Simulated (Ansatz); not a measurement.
SiC:
```cif
data_C3Si3
_chemical_formula_sum 'Si3 C3'
_space_group_name_H-M_alt 'P 1'
_space_group_IT_number 1
_cell_length_a 3.06567
_cell_length_b 3.06567
_cell_length_c 7.03113
_cell_angle_alpha 90.000
_cell_angle_beta 90.000
_cell_angle_gamma 120.000
loop_
_space_group_symop_operation_xyz
  'x, y, z'
loop_
_atom_site_label
_atom_site_type_symbol
_atom_site_fract_x
_atom_site_fract_y
_atom_site_fract_z
_atom_site_occupancy
Si1 Si 0.00000 0.50000 0.33333 1
Si2 Si 0.50000 0.50000 0.66667 1
Si3 Si 0.50000 0.00000 0.00000 1
C1 C 0.00000 0.50000 0.83333 1
C2 C 0.50000 0.50000 0.16667 1
C3 C 0.50000 0.00000 0.50000 1
```

Relaxed with PBEsol.

Task: Decompose the optical modes at the zone centre into irreducible representations, and say which are infrared and Raman allowed.

Result: Point group 622: Γ_opt = A2 + 2B1 + 2B2 + 3E1 + 2E2. Infrared: A2, E1. Raman: E1, E2.

Task: Assign frequencies (DFPT, DFT-PBEsol in the program Ansatz with PAW potentials; without the LO–TO term).

Result: E1 236, B1 240, B2 271, B1 471, E2 545, E1 577, A2 699, E1 738, B2 821, E2 837 cm⁻¹.

Subscripts of B labels follow the axes of the standard setting.

Space group P6_422. The start of the workflow was typed in or built on a structure type; neither database checked (COD, Materials Project) lists it. It is not the phase usual at ambient conditions (space group No. 186, 216). The PBEsol relaxation kept the symmetry of its start; phonons on a q-mesh show no instability. Its formation energy is positive at this level, so the cell may be metastable or incomplete.

Potentials: the later of the program's two PAW sets.
